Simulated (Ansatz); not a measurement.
SrAl2H2:
```xyz
5
Lattice="4.5220 0.0000 0.0000 -2.2610 3.9162 0.0000 0.0000 0.0000 4.7669" Properties=species:S:1:pos:R:3 pbc="T T T"
H      0.0000     2.6108     0.4907
H      2.2610     1.3054     4.2762
Al     0.0000     2.6108     2.1891
Al     2.2610     1.3054     2.5778
Sr     0.0000     0.0000     0.0000
```

Relaxed with r²SCAN. Special points in fractions of this cell's reciprocal vectors: Γ (0.000, 0.000, 0.000); M (0.500, 0.000, 0.000); K (0.333, 0.333, 0.000); A (0.000, 0.000, 0.500); L (0.500, 0.000, 0.500); H (0.333, 0.333, 0.500).

Task: List the band energies nearest the Fermi level at these points for DFT-r²SCAN with spin–orbit coupling in the program Ansatz with PAW potentials.

Result: In eV from the Fermi level; about four levels below and three above (degenerate sets whole), none deeper than 8.9 eV; points with the same levels are listed once.

```csv
k,below,above
Γ,-0.57 -0.57 -0.56 -0.56,0.43 0.43 2.79 2.79
M,-1.17 -1.17 -0.14 -0.14,2.31 2.31 2.52 2.52
K,-2.35 -2.35 -2.35 -2.35,1.12 1.12 1.12 1.12
A,-7.30 -7.30 -2.81 -2.81,0.30 0.30 0.32 0.32
L,-3.97 -3.97 -1.50 -1.50,1.48 1.48 2.96 2.96
H,-4.11 -4.11 -2.44 -2.44,1.73 1.73 4.45 4.45
```

Space group P-3m1. The workflow started from an entry of the Crystallography Open Database (COD). Its standing as an ambient phase is unchecked. Symmetry was held in the r²SCAN relaxation; whether a distortion lowers the energy is not shown.

Potentials: the later of the program's two PAW sets.
